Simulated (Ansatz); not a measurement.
## TiMoSe3: rattling a relaxed structure

The cell was found from a proposed guess, not taken from experiment.

Method: DFT PBE, scalar-relativistic, plane waves, PAW in Ansatz 0.2.0. Plane waves to 420 eV, a k mesh through Γ of 6×6×6 on the computed 10-atom cell and Gaussian smearing (0.10 eV); no spin polarisation.

The cell below (10 atoms, space group R-3 (No. 148)) is relaxed within its symmetry.

```cif
data_structure
_symmetry_space_group_name_H-M 'P 1'
_symmetry_Int_Tables_number 1
_cell_length_a 6.8952
_cell_length_b 6.8952
_cell_length_c 6.8952
_cell_angle_alpha 54.391
_cell_angle_beta 54.391
_cell_angle_gamma 54.391
_cell_volume 201.48
loop_
_atom_site_label
_atom_site_type_symbol
_atom_site_fract_x
_atom_site_fract_y
_atom_site_fract_z
_atom_site_occupancy
Ti1 Ti 0.67172 0.67172 0.67172 1
Ti2 Ti 0.32828 0.32828 0.32828 1
Mo1 Mo 0.17014 0.17014 0.17014 1
Mo2 Mo 0.82986 0.82986 0.82986 1
Se1 Se 0.74544 0.40889 0.09741 1
Se2 Se 0.40889 0.09741 0.74544 1
Se3 Se 0.09741 0.74544 0.40889 1
Se4 Se 0.25456 0.59111 0.90259 1
Se5 Se 0.59111 0.90259 0.25456 1
Se6 Se 0.90259 0.25456 0.59111 1
```

For the test it was strained at random (σ = 1.5 % a component), the atoms were moved at random (σ = 0.15 Å), and all was relaxed again on a coarse 6×6×6 mesh (in the run’s order of axes) with 0.20 eV smearing, with no symmetry imposed.

**Question.** Does it come back?

**Answer.** It doesn't return. The energy falls by 23 meV/atom on that mesh, the volume changes by 1.0 %, and the end has space group P-1 (No. 2) at a loose tolerance. Relaxed again on a 6×6×6 mesh with 0.10 eV smearing, the new structure lies 23 meV/atom below the first (mesh in the axes of the run's cell; the cell below is made exact in the group named). Space group P-1 (No. 2), triclinic, a = 6.234 Å, b = 6.318 Å, c = 6.750 Å, α = 62.4°, β = 64.5°, γ = 64.4°. Around Ti lie 6 Se at 2.53–2.68 Å and 1 Mo at 2.77 Å; Mo has 6 Se at 2.49–2.75 Å, 1 Ti at 2.77 Å and 1 Mo at 2.85 Å; Se on its first site has 2 Ti at 2.58–2.62 Å and 2 Mo at 2.62–2.67 Å; Se on its second site is surrounded by 2 Ti at 2.56 Å, 1 Mo at 2.58 Å and 1 Mo at 2.75 Å; 1 more site not described.

```
Ti Mo Se
1.0
     6.23409    0.00000    0.00000
     2.72739    5.69930    0.00000
     2.90085    2.07677    5.73066
Ti Mo Se
2 2 6
Direct
  0.69946 0.65010 0.98529
  0.30054 0.34990 0.01471
  0.13504 0.13693 0.49509
  0.86496 0.86307 0.50491
  0.43174 0.75750 0.72912
  0.08351 0.41697 0.73412
  0.72506 0.09451 0.78081
  0.56826 0.24250 0.27088
  0.91649 0.58303 0.26588
  0.27494 0.90549 0.21919
```
